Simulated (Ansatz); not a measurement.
Nb₃Te₃As:
```yaml
crystal:
  lattice:
    - [10.49778, 0.00000, 0.00000]
    - [-5.24889, 9.09135, 0.00000]
    - [0.00000, 0.00000, 3.58224]
  atoms:
    - { symbol: Nb, position: [0.62157, 0.12596, 0.75000] }
    - { symbol: Nb, position: [0.37843, 0.87404, 0.25000] }
    - { symbol: Nb, position: [0.49561, 0.62157, 0.25000] }
    - { symbol: Nb, position: [0.50439, 0.37843, 0.75000] }
    - { symbol: Nb, position: [0.87404, 0.49561, 0.75000] }
    - { symbol: Nb, position: [0.12596, 0.50439, 0.25000] }
    - { symbol: Te, position: [0.72089, 0.66919, 0.75000] }
    - { symbol: Te, position: [0.27911, 0.33081, 0.25000] }
    - { symbol: Te, position: [0.05170, 0.72089, 0.25000] }
    - { symbol: Te, position: [0.94830, 0.27911, 0.75000] }
    - { symbol: Te, position: [0.33081, 0.05170, 0.75000] }
    - { symbol: Te, position: [0.66919, 0.94830, 0.25000] }
    - { symbol: As, position: [0.33333, 0.66667, 0.75000] }
    - { symbol: As, position: [0.66667, 0.33333, 0.25000] }
```

Relaxed with r²SCAN. Special points in fractions of this cell's reciprocal vectors: Γ (0.000, 0.000, 0.000); M (0.500, 0.000, 0.000); K (0.333, 0.333, 0.000); A (0.000, 0.000, 0.500); L (0.500, 0.000, 0.500); H (0.333, 0.333, 0.500).

Question: List the band energies nearest the Fermi level at these points for plane-wave PAW r²SCAN (Ansatz code).

Answer: In eV from the Fermi level; about four levels below and three above (degenerate sets whole), none deeper than 8.9 eV; points with the same levels are listed once.

```json
[
 {"k": "Γ", "below": "-0.96 -0.96 -0.91 -0.28 -0.28", "above": "0.07 0.10 0.10"},
 {"k": "M", "below": "-1.19 -0.99 -0.78 -0.75", "above": "0.00 0.03 0.28"},
 {"k": "K", "below": "-0.96 -0.96 -0.32 -0.32", "above": "0.22 0.22 0.28"},
 {"k": "A", "below": "-1.53 -1.53 -1.53 -1.53 -0.63 -0.63", "above": "0.84 0.84 0.84 0.84"},
 {"k": "L", "below": "-1.39 -1.39 -0.58 -0.58", "above": "0.84 0.84 0.88 0.88"},
 {"k": "H", "below": "-1.32 -1.32 -0.57 -0.57", "above": "0.84 0.84 0.91 0.91"}
]
```

Space group P6_3/m. The workflow started from a Materials Project entry (that database holds measured and hypothetical structures alike); the Crystallography Open Database copy checked does not list it. Whether it is the stable phase at ambient conditions was not checked. The cell was relaxed with r²SCAN under the symmetry of its start; whether a distortion lowers the energy is not shown. The run is not spin-polarised. Spin–orbit coupling is left out wherever it is not named.

Potentials: the later of the program's two PAW sets.
